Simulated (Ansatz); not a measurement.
# Ca$_{3}$Mg: settings compared (Ansatz)

The command:

```bash
ansatz run input.yaml --threads 1 --pin off --max-ram 2560MiB --backend cpu --events-out ev --progress --plain --runs-dir out
```

Input:

```yaml
crystal:
  lattice:
    - [0.0, 5.065268, 0.0]
    - [5.065268, 0.0, 0.0]
    - [2.532634, 2.532634, -4.907516]
  atoms:
    - { symbol: Mg, position: [0.0, 0.0, 0.0] }
    - { symbol: Ca, position: [0.5, 0.5, 0.0] }
    - { symbol: Ca, position: [0.25, 0.75, 0.5] }
    - { symbol: Ca, position: [0.75, 0.25, 0.5] }
  symmetry: { tolerance: 0.0003 }
kpoints:
  mp_grid: { grid: [4, 4, 4], shift: [0, 0, 0] }
magnetization:
  spin_polarized: false
scf:
  occupations: { method: fermi_dirac }
hamiltonian:
  pseudopotentials: { kind: paw }
  xc: r2scan
basis:
  ecutwfc: 500
output:
  forces: true
  stress: true
  eigenvalues: true
```

Origin of the cell: a known structure type with other elements, at an estimated volume, so it need not be a known compound.

The smearing width isn't typed, so it takes its default of 0.1 eV.

Output of this run (shortened):

```
Pseudopotentials: kind: paw
Pseudopotential: Mg, paw, valence charge 10, recommended cutoff 500 eV (meta_gga), Mg.paw.azcp
Pseudopotential: Ca, paw, valence charge 10, recommended cutoff 500 eV (meta_gga), Ca.paw.azcp
Functional definition: r2SCAN
  exchange = r2scan_x(k0 = k0, k1 = k1, a1 = a1)
  correlation = r2scan_c
Crystal: 4 atoms, lattice volume = 125.912 Å³
Basis set: ecut = 500 eV, 3201 PW (Γ), exchange–correlation on 160×160×180 points (64 copies of the dense FFT grid, shifted against one another)
Bands: 24, of which v1, the nominal top of the filled ones, is band 20 counted from 1 (19 counted from 0)
Symmetry: 16 space group operations
Space group: I4/mmm (ITA 139), of the structure as read, at distance tolerance 1.5e-3 Å
[… 7 lines left out …]
Initial density: superposition of atomic densities (neutral atoms: chi_scale 0, normalization atom), corrected by the library's trained network
Functional: x = r2scan, c = r2scan; τ floored in thin density (d = 2e-4 eV/Å³)
SCF iter   1: F=—  HF=-7391.127889 eV  Δρ=5.44e-3  dr2=3.25e-2  dr2_τ=6.91e-3
SCF iter   2: F=—  HF=-7391.235719 eV  Δρ=2.75e-3  dr2=1.18e-2  dr2_τ=1.83e-4
SCF iter   3: F=—  HF=-7391.233866 eV  Δρ=7.69e-4  dr2=1.38e-3  dr2_τ=4.81e-5
SCF iter   4: F=—  HF=-7391.234065 eV  Δρ=2.35e-4  dr2=7.75e-5  dr2_τ=3.64e-6
SCF iter   5: F=—  HF=-7391.234135 eV  Δρ=4.64e-5  dr2=3.41e-6  dr2_τ=5.92e-7
SCF iter   6: F=—  HF=-7391.234135 eV  Δρ=1.27e-5  dr2=4.78e-7  dr2_τ=2.33e-8
SCF iter   7: F=-7391.234135 eV  HF=-7391.234135 eV  Δρ=3.30e-6  dr2=3.00e-8  dr2_τ=1.23e-9
SCF 1 converged in 7 iterations: F = -7391.234135 eV  dr2 = 3.00e-8
SCF converged after 7 iterations
Free energy (F): -7391.234135 eV
Harris-Foulkes:  -7391.234135 eV  (|F-HF|=5.81e-9)
Internal energy: -7391.111985 eV  (E = F + TS)
E sigma→0 (E₀):  -7391.173060 eV
Entropy (-TS):   -0.122150 eV (-30.538 meV/atom)
Fermi energy:    6.343160 eV
--- Per-component energies (eV) ---
  E_band       = -862.032463
  E_kinetic    = 906.894549
  E_local      = -4006.363979  (includes V_loc(G=0)·N_el)
  E_nonlocal   = 286.516039
  E_hartree    = 1378.420886
  E_xc         = -433.750267
  E_vxc        = -615.693822  (∫ρ·V_xc dr)
  E_paw        = -2887.748885  (= ΣΔE_a)
  E_vpaw       = -227.341580  (= ΣTr[D̂ρ^β])
  E_aug_tail   = -0.000014  (compensation charges beyond the density's cutoff)
  E_vtau       = 37.112169  (kinetic-family band-sum trace: ∫τ·v_τ [+ j·A + Jᵃ·Aᵃ] dr)
  E_ewald      = -2634.392110
  E_core_change = -0.688204  (= ΣΔE_core)
  E_smearing   = -0.122150  (= −TS)
  Σ components = -7391.234135   (vs F -7391.234135, Δ=0.00e0)
--- Forces (eV/Å), atoms counted from 1 ---
  atom   1  Mg     0.000000     0.000000     0.000000
  atom   2  Ca     0.000000     0.000000     0.000000
  atom   3  Ca     0.000000    -0.000000     0.000000
  atom   4  Ca     0.000000    -0.000000     0.000000
  max |Σ_I F_I| component: 3.47e-18 eV/Å
--- Stress (GPa, compression-positive) ---
        4.047206       0.000000       0.000000
        0.000000       4.047206       0.000000
        0.000000       0.000000       4.472125
  P = ⅓ Tr σ = 4.1888 GPa (41.888 kbar)
```

The same input was run again with these changes:

1. `basis.xc_grid` default → 4; `scf.mixing.preconditioner` default → none; `accuracy` default → high
2. `scf.n_extra_bands` default → 4
3. `crystal.symmetry` { tolerance: 0.0003 } → { detect: false }; `scf.mixing.algorithm` default → broyden; `scf.mixing.beta` default → 0.2
4. `basis.xc_grid` default → 3

```json
{"run": "base", "end": "converged", "SCF iterations": "7", "P (GPa)": "4.19", "max force component (eV/Å)": "0.000", "moment (μB)": "–", "ΔE(σ→0) (meV/atom)": "0"}
{"run": "1", "end": "converged", "SCF iterations": "9", "P (GPa)": "4.19", "max force component (eV/Å)": "0.000", "moment (μB)": "–", "ΔE(σ→0) (meV/atom)": "0.00"}
{"run": "2", "end": "converged", "SCF iterations": "7", "P (GPa)": "4.19", "max force component (eV/Å)": "0.000", "moment (μB)": "–", "ΔE(σ→0) (meV/atom)": "0.00"}
{"run": "3", "end": "converged", "SCF iterations": "12", "P (GPa)": "4.19", "max force component (eV/Å)": "0.000", "moment (μB)": "–", "ΔE(σ→0) (meV/atom)": "0.00"}
{"run": "4", "end": "converged", "SCF iterations": "7", "P (GPa)": "4.19", "max force component (eV/Å)": "0.000", "moment (μB)": "–", "ΔE(σ→0) (meV/atom)": "0.01"}
```

Energies are compared only where functional, datasets, charge and starting cell are the same.

Caveats of the base run: the k mesh is coarse if the cell is a metal.

The base run ran for 10 s on 1 thread of Arm Neoverse V1, on a shared host, peak memory 0.64 GiB, from the program's own first density.
